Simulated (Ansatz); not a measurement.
Starting cell, InAs (zinc blende):

```xyz
4
Lattice="0.0000 6.1091 6.1091 3.0546 0.0000 3.0546 3.0546 3.0546 0.0000" Properties=species:S:1:pos:R:3 pbc="T T T"
As     4.5818     4.5818     4.5818
As     4.5818     7.6364     7.6364
In     0.0000     0.0000     0.0000
In     3.0546     6.1091     3.0546
```

Scan: atom 4 (In, nearest neighbour As at 2.645 Å; its periodic images, 4.3 Å or more away, move with it) is displaced towards the nearest neighbour, direction (0.577, -0.577, 0.577) in Cartesian axes, by s. The other atoms stay.

Method: r2SCAN (plane waves to 500 eV, PAW, scalar-relativistic; Ansatz, a quantum-chemistry and plane-wave program). k mesh 4×8×8 (Γ-centred), Fermi-Dirac smearing 0.05 eV. F∥ is the force on the atom along that direction. InAs was relaxed with its symmetry unable to fall. 

```tsv
s (Å)	F∥ (eV/Å)
-0.260	1.250
-0.208	1.091
-0.156	0.892
-0.104	0.647
-0.052	0.352
0.000	0.000
0.052	-0.418
0.104	-0.909
0.156	-1.483
0.208	-2.150
0.260	-2.927
```

**Question.** What is the force constant k = d²E/ds² of this move at s = 0?

**Answer.** 7.38 eV/Å². The forces along the line at the two nearest points give (0.352 − (-0.418)) / (2·0.052) = 7.40 eV/Å²; the next pair corrects for the finite step.

(A displaced cell: forces are minus the slopes of the energy, force constants its curvatures, and phonons follow from these.)
